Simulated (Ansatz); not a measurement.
One stationary structure of Al2O3. Space group R-3c (No. 167), corundum type. These are PBEsol (plane waves to 420 eV, PAW, scalar-relativistic; Ansatz, a quantum-chemistry and plane-wave program) values and carry that method's errors.

Space group R-3c, hexagonal axes (No. 167); a = b = 4.773 Å, c = 13.013 Å, α = β = 90.00°, γ = 120.00°

```json
[
 {"atom": "Al", "site": "12c", "symmetry": "3.", "x": "0.0000", "y": "0.0000", "z": "0.1480"},
 {"atom": "O", "site": "18e", "symmetry": ".2", "x": "0.3059", "y": "0.3059", "z": "0.2500"}
]
```
(The calculation used a cell of 10 atoms; values per cell refer to that cell.)

Problem. Predict the band gap from PBEsol.

Solution. 6.04 eV, direct at Γ (no spin-orbit coupling).

No spin polarisation in the result.

Measured for Al2O3: a 4.7589 Å (as listed in F. Lallet, N. Olivi-Tran, Laurent J. Lewis, Physical Review B (2009)); c 12.991 Å (as listed in F. Lallet, N. Olivi-Tran, Laurent J. Lewis, Physical Review B (2009)); gap 8.8 eV (as listed in Jonathan H. Skone, Marco Govoni, Giulia Galli, Physical Review B (2014)). Computed minus measured — a: PBEsol +0.3 %; c: PBEsol +0.2 %; gap: PBEsol -2.76 eV. The computed values are for a static lattice, and a measured gap can be an optical one, lowered by exciton binding.

The run could not lose the symmetry of its start.
